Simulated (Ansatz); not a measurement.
Cu$_{3}$Au (Cu3Au type, Pm-3m), a = 3.7808 Å, b = 3.7808 Å, c = 3.7808 Å, α = 90.00°, β = 90.00°, γ = 90.00°.

Relaxed with PBE.

Q: Decompose the optical modes at the zone centre into irreducible representations, and say which are infrared and Raman allowed.

A: Point group m-3m: Γ_opt = 2T1u + T2u. Infrared: T1u. Raman: none.

Q: Assign frequencies (DFPT, plane-wave PAW PBE (Ansatz code)).

A: T1u 115, T2u 162, T1u 205 cm⁻¹.

Symmetry was held in the PBE relaxation; of distortions, only those at the zone centre were tested. The run is not spin-polarised. As this level gives no gap, phonon frequencies hold no LO–TO term and depend on the k-mesh and smearing (Fermi–Dirac, 0.1 eV here). Scalar-relativistic: spin–orbit coupling is off unless named, which matters more the heavier the elements.

Potentials: the later of the program's two PAW sets.
